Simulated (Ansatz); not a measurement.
## Ga: relaxed-ion elastic tensor

The calculation used Ansatz 0.2.0, DFT PBEsol, scalar-relativistic, plane waves, PAW. Cutoff 420 eV, 16×16×14 k-points (Γ-centred), Fermi-Dirac smearing of 0.15 eV. No spin polarisation.

Equilibrium structure at this level:
```xyz
2
Lattice="1.3686 -3.9725 0.0000 1.3686 3.9725 0.0000 0.0000 0.0000 3.3057" Properties=species:S:1:pos:R:3 pbc="T T T"
Ga    1.3686   -2.9101    0.8264
Ga    1.3686    2.9101    2.4793
```

In a metal, frequencies and elastic constants depend on the k mesh and the smearing, soft modes and shear constants most.

(1) Give the relaxed-ion elastic constants (GPa, Voigt order xx yy zz yz xz xy, on the axes of the cell above).

(2) Is the crystal stable against homogeneous strain?

Answers

(1)
```
113.5  36.0  30.2   0.0   0.0   0.0
 36.1  94.1  57.6   0.0   0.0   0.0
 30.3  57.6  89.8   0.0   0.0   0.0
  0.0   0.0   0.0  32.1   0.0   0.0
  0.0   0.0   0.0   0.0   1.8   0.0
  0.0   0.0   0.0   0.0   0.0  26.0
```

(2) Too close to call: the least eigenvalue is 1.8 GPa, within what the k mesh leaves open in a metal.

This form isn't the element's structure at ambient conditions.

Cost: 1 run of about 34 core-minutes, on Arm Neoverse V2 (shared hosts).